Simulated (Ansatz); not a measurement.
**BN (zinc blende): frozen-phonon scan**

Starting cell, BN (zinc blende):

```
CELL_PARAMETERS angstrom
      0.00000     3.60973     3.60973
      1.80487     0.00000     1.80487
      1.80487     1.80487     0.00000
ATOMIC_POSITIONS crystal
  N  0.37500 0.75000 0.75000
  N  0.87500 0.75000 0.75000
  B  0.00000 0.00000 0.00000
  B  0.50000 0.00000 0.00000
```

The atoms are displaced by Q × the pattern below (from a DFPT mode at L = (0.5, 0.0, 0.0), largest move 1; Q in Å), at fixed cell. It is one choice among 2 degenerate patterns. (q is in reciprocal vectors of the primitive cell; the cell shown is doubled to hold the pattern.)

```tsv
atom	x	y	z
N1	0.217	-0.395	0.611
N2	-0.217	0.395	-0.611
B3	0.285	-0.520	0.805
B4	-0.285	0.520	-0.805
```

Level of theory: r2SCAN (plane waves to 500 eV, PAW, scalar-relativistic; Ansatz, a quantum-chemistry and plane-wave program). k mesh 8×16×16 (Γ-centred), Fermi-Dirac smearing 0.05 eV. Energies are smeared free energies. Compression counts positive. BN was relaxed with its symmetry unable to fall. The zero of ΔE is the undisplaced structure.

| Q (Å) | ΔE (meV/cell) | P (GPa) | −dE/dQ from forces (eV/Å) |
|---|---|---|---|
| -0.100 | 666 | 10.3 | 13.323 |
| -0.083 | 462 | 7.2 | 11.096 |
| -0.067 | 296 | 4.6 | 8.877 |
| -0.050 | 166 | 2.6 | 6.658 |
| -0.033 | 74 | 1.1 | 4.440 |
| -0.017 | 19 | 0.3 | 2.221 |
| 0.000 | 0 | 0.0 | 0.000 |
| 0.017 | 19 | 0.3 | -2.221 |
| 0.033 | 74 | 1.1 | -4.440 |
| 0.050 | 166 | 2.6 | -6.658 |
| 0.067 | 296 | 4.6 | -8.877 |
| 0.083 | 462 | 7.2 | -11.096 |
| 0.100 | 666 | 10.3 | -13.323 |

What the scan shows:

```
Item                                                                                                                  Value
-----------------------------------------------------------  --------------------------------------------------------------
Energy at Q = 0.100 Å                                                                                          666 meV/cell
Space group of the distorted cell                                                            P1 (No. 1), lowered from F-43m
Symmetry of the curve                                                                         even: the same for both signs
Shape of the curve                                           a single well with its minimum at or next to zero displacement
Harmonic wavenumber from the curvature (finite differences)                                                        979 cm⁻¹
Wavenumber by perturbation theory (DFPT, on another k mesh)                                                        979 cm⁻¹
```

(A displaced cell: forces are minus the slopes of the energy, force constants its curvatures, and phonons follow from these.)
